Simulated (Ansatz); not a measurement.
Data:

Hf3Ge2:
```xyz
10
Lattice="7.1137 0.0000 0.0000 0.0000 7.1137 0.0000 0.0000 0.0000 3.7051" Properties=species:S:1:pos:R:3 pbc="T T T"
Hf     0.0000     0.0000     0.0000
Hf     3.5568     3.5568     0.0000
Hf     1.2081     4.7649     1.8525
Hf     5.9056     2.3488     1.8525
Hf     2.3488     1.2081     1.8525
Hf     4.7649     5.9056     1.8525
Ge     4.4868     0.9300     0.0000
Ge     2.6269     6.1837     0.0000
Ge     6.1837     4.4868     0.0000
Ge     0.9300     2.6269     0.0000
```

This is the r²SCAN-relaxed structure.

Task: All from DFT-r²SCAN in the program Ansatz with PAW potentials, unless another level is named. Give the electronic character.

Result: metallic (no gap).

Task: Give the density of states at the Fermi level.

Result: 0.61 states/eV per atom (mean over ±0.08 eV).

Task: Next, the formation energy from the elements (no fitted shifts)?

Result: -0.76 eV/atom.

Space group P4/mbm. The first step of the workflow began from a Materials Project structure, measured or hypothetical; the Crystallography Open Database copy checked does not list it. Its standing as an ambient phase is unchecked. Symmetry was held in the r²SCAN relaxation; its stability against distortions is not shown here. No spin polarisation was allowed. The references are the lowest solids computed at this level, not always the standard phases. Spin–orbit coupling is left out wherever it is not named.

Potentials: the later of the program's two PAW sets.
